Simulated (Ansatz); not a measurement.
BeSe (zinc blende, F-43m) under volume change, DFT-PBE in the program Ansatz with PAW potentials, scaled uniformly.

```json
[
 {"V (Å³/atom)": "15.789", "E − E(relaxed) (meV/atom)": "38.4", "P (GPa)": "8.51"},
 {"V (Å³/atom)": "16.310", "E − E(relaxed) (meV/atom)": "___", "P (GPa)": "___"},
 {"V (Å³/atom)": "16.830", "E − E(relaxed) (meV/atom)": "3.8", "P (GPa)": "2.43"},
 {"V (Å³/atom)": "17.351", "E − E(relaxed) (meV/atom)": "0.0", "P (GPa)": "0.00"},
 {"V (Å³/atom)": "17.871", "E − E(relaxed) (meV/atom)": "3.5", "P (GPa)": "-2.10"},
 {"V (Å³/atom)": "18.392", "E − E(relaxed) (meV/atom)": "13.3", "P (GPa)": "-3.91"},
 {"V (Å³/atom)": "18.912", "E − E(relaxed) (meV/atom)": "___", "P (GPa)": "___"}
]
```

Problem. Complete the blanks.

Solution. 
- 16.310, E − E(relaxed) (meV/atom): 16.2
- 16.310, P (GPa): 5.24
- 18.912, E − E(relaxed) (meV/atom): 28.6
- 18.912, P (GPa): -5.47

Problem. What does a third-order Birch–Murnaghan fit give for V₀, B₀ and B′?

Solution. V₀ = 17.35 Å³/atom, B₀ = 75.1 GPa, B′ = 3.9.

The cell was relaxed with PBE under the symmetry of its start.

Potentials: the earlier of the program's two PAW sets.
